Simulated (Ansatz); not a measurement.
**Data sheet: Mg₄Te₃S (DFT)**

Mg₄Te₃S:
```
Mg4Te3S
1.0
    4.41227     0.00000     0.00000
    0.00000     8.89225     0.00000
    0.00000     0.00000     6.16680
Mg Te S
4 3 1
Direct
  0.00000   0.27397   0.98137
  0.00000   0.72603   0.98137
  0.50000   0.00000   0.48443
  0.50000   0.50000   0.54743
  0.50000   0.26477   0.25124
  0.50000   0.73523   0.25124
  0.00000   0.00000   0.75548
  0.00000   0.50000   0.74743
```

Space group Pmm2 (No. 25); conventional cell a = 4.4123 Å, b = 8.8922 Å, c = 6.1668 Å, α = 90.00°, β = 90.00°, γ = 90.00°.

Method: DFT-PBEsol in the program Ansatz with PAW potentials. Geometry: relaxed at this level of theory. Other levels are named where they apply.

**Cell and energy**

```json
{
  "volume_per_atom": "30.24 Å³",
  "density": "3.51 g/cm³",
  "Formation energy from the elements (no fitted shifts)": "-91 kJ/mol of atoms"
}
```

**Electronic structure**

```json
{
 "band_gap": "1.75 eV (indirect)",
 "valence_band_maximum": "at Y (k = 0.000, 0.500, 0.000 in fractions of the reciprocal vectors)",
 "conduction_band_minimum": "at Γ",
 "smallest_direct_gap_on_the_standard_path": "1.82 eV",
 "electron_effective_mass": "0.20, 0.23, 0.23 mₑ (principal values)",
 "hole_effective_mass": "0.26, 1.4, 2.9 mₑ (principal values)",
 "HSE06 gap on the PBEsol cell": "2.65 eV",
 "Gap with spin–orbit coupling": "1.66 eV"
}
```

**Mechanics**

```json
{
 "Bulk modulus (Birch–Murnaghan fit)": "39.6 GPa",
 "Pressure derivative B′": "3.8",
 "Elastic constants (relaxed ions, GPa)": "C11 = 62.0, C22 = 64.1, C33 = 46.6, C12 = 24.1, C13 = 34.4, C23 = 35.4, C44 = 18.3, C55 = 18.2, C66 = 8.3",
 "mechanical_stability": "stable (all eigenvalues of C positive)",
 "hill_bulk_and_shear_moduli": "40.0 and 12.9 GPa",
 "Young's modulus": "35.0 GPa",
 "Poisson's ratio": "0.35",
 "debye_temperature_from_the_elastic_constants": "206 K",
 "Piezoelectric stress constants (proper, relaxed ions, C/m²)": "e15 = 0.16, e24 = -0.17, e31 = 0.17, e32 = -0.18"
}
```

**Dielectric response**

```json
{
  "Electronic dielectric constant ε∞ (DFPT)": "5.40 (xx), 5.41 (yy), 5.40 (zz)",
  "Born charges (a third of the trace)": "Mg +1.84 to +2.04, Te -1.84 to -1.83, S -2.23 e",
  "Largest static χ(2) component": "22 pm/V"
}
```

**Phonons**

```json
{
  "Highest zone-centre frequency (without LO–TO term)": "318 cm^-1",
  "zone_centre_stability": "no imaginary mode at Γ"
}
```

The first step of the workflow began from a Materials Project structure, measured or hypothetical; the Crystallography Open Database copy checked does not list it. Its standing as an ambient phase is unchecked. The cell was relaxed with PBEsol under the symmetry of its start. Signs of piezoelectric constants follow the polarity of the cell as given. The references are the lowest solids computed at this level, not always the standard phases. Spin–orbit coupling is left out wherever it is not named.

Potentials: the later of the program's two PAW sets.
